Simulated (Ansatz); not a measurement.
NiBi3:
```yaml
crystal:
  lattice:
    - [8.79952, 0.00000, 0.00000]
    - [0.00000, 4.09347, 0.00000]
    - [0.00000, 0.00000, 11.30885]
  atoms:
    - { symbol: Ni, position: [0.08874, 0.25000, 0.48119] }
    - { symbol: Ni, position: [0.91126, 0.75000, 0.51881] }
    - { symbol: Ni, position: [0.41126, 0.75000, 0.98119] }
    - { symbol: Ni, position: [0.58874, 0.25000, 0.01881] }
    - { symbol: Bi, position: [0.20046, 0.75000, 0.61101] }
    - { symbol: Bi, position: [0.79954, 0.25000, 0.38899] }
    - { symbol: Bi, position: [0.29954, 0.25000, 0.11101] }
    - { symbol: Bi, position: [0.70046, 0.75000, 0.88899] }
    - { symbol: Bi, position: [0.11758, 0.75000, 0.91012] }
    - { symbol: Bi, position: [0.88242, 0.25000, 0.08988] }
    - { symbol: Bi, position: [0.38242, 0.25000, 0.41012] }
    - { symbol: Bi, position: [0.61758, 0.75000, 0.58988] }
    - { symbol: Bi, position: [0.40863, 0.25000, 0.82133] }
    - { symbol: Bi, position: [0.59137, 0.75000, 0.17867] }
    - { symbol: Bi, position: [0.09137, 0.75000, 0.32133] }
    - { symbol: Bi, position: [0.90863, 0.25000, 0.67867] }
```

This is the PBEsol-relaxed structure.

All from PBEsol (plane waves, PAW; program Ansatz), unless another level is named. Give the formation energy from the elements (no fitted shifts).

-0.058 eV/atom.

Give the density of states at the Fermi level.

0.61 states/eV per atom (mean over ±0.08 eV).

Space group Pnma. The first step of the workflow began from a Materials Project structure, measured or hypothetical; the Crystallography Open Database copy checked does not list it. Its standing as an ambient phase is unchecked. The PBEsol relaxation kept the symmetry of its start; whether a distortion lowers the energy is not shown. The run is not spin-polarised. The references are the lowest solids computed at this level, not always the standard phases. Scalar-relativistic: spin–orbit coupling is off unless named, which matters more the heavier the elements.

Potentials: the later of the program's two PAW sets.
